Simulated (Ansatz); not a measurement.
The relaxed structure here is a generated cell of YCl: the first start was made by placing the elements on the sites of a structure type, and the end was not matched to a known phase here, so it may be hypothetical.

A relaxed cell of YCl (P2₁3 (No. 198)), relaxed on a k-mesh at least as fine as the one used below. Calculation: PBEsol (plane waves to 420 eV, PAW, scalar-relativistic; Ansatz, a quantum-chemistry and plane-wave program). Γ-centred k-mesh 4×4×4 on the run's cell (coarser than for final values), Fermi–Dirac smearing 0.05 eV.

```yaml
crystal:
  lattice:
    - [5.76451, 0.00000, 0.00000]
    - [0.00000, 5.76451, 0.00000]
    - [0.00000, 0.00000, 5.76451]
  atoms:
    - { symbol: Y, position: [0.83452, 0.83452, 0.83452] }
    - { symbol: Y, position: [0.33452, 0.66548, 0.16548] }
    - { symbol: Y, position: [0.16548, 0.33452, 0.66548] }
    - { symbol: Y, position: [0.66548, 0.16548, 0.33452] }
    - { symbol: Cl, position: [0.10485, 0.10485, 0.10485] }
    - { symbol: Cl, position: [0.60485, 0.39515, 0.89515] }
    - { symbol: Cl, position: [0.89515, 0.60485, 0.39515] }
    - { symbol: Cl, position: [0.39515, 0.89515, 0.60485] }
```

Every atom was then displaced, and the forces became (eV/Å):

```csv
atom,Fx,Fy,Fz
Y1,-0.82,-0.39,0.11
Y2,0.21,-0.09,-0.18
Y3,1.41,-0.36,0.35
Y4,-0.47,-0.11,-0.15
Cl5,0.26,-0.06,0.17
Cl6,-0.26,0.24,0.17
Cl7,-0.33,0.59,-0.52
Cl8,0.00,0.18,0.05
```

Task: Which atom was moved farthest relative to the others, and in which direction?

Result: Y3, by (-0.26, 0.00, 0.03) Å (0.26 Å, mean shift removed); the next is Cl6 with 0.16 Å. Its force makes an angle of 156° with its move.

All displacements (Å):

```json
[
 {"atom": "Y1", "ux": "0.147", "uy": "0.023", "uz": "-0.027"},
 {"atom": "Y2", "ux": "0.032", "uy": "-0.084", "uz": "-0.007"},
 {"atom": "Y3", "ux": "-0.229", "uy": "-0.027", "uz": "0.009"},
 {"atom": "Y4", "ux": "0.047", "uy": "-0.036", "uz": "-0.004"},
 {"atom": "Cl5", "ux": "0.020", "uy": "0.068", "uz": "-0.021"},
 {"atom": "Cl6", "ux": "0.176", "uy": "-0.064", "uz": "-0.082"},
 {"atom": "Cl7", "ux": "0.016", "uy": "-0.067", "uz": "0.011"},
 {"atom": "Cl8", "ux": "0.008", "uy": "-0.048", "uz": "-0.056"}
]
```

Task: Estimate the energy cost of the displacement in the harmonic approximation and compare with the calculation.

Result: For a harmonic well ΔE = −½ Σ F·u = 0.293 eV a cell, or 37 meV/atom. The calculated energy relative to the undisplaced cell is +0.04 eV/atom, so the harmonic estimate holds well.

No spin polarisation in the result. No Hubbard U is applied.

The run that gave the undisplaced cell could not lose the symmetry of its start; a randomly shaken copy of 8 atoms returns to this structure.
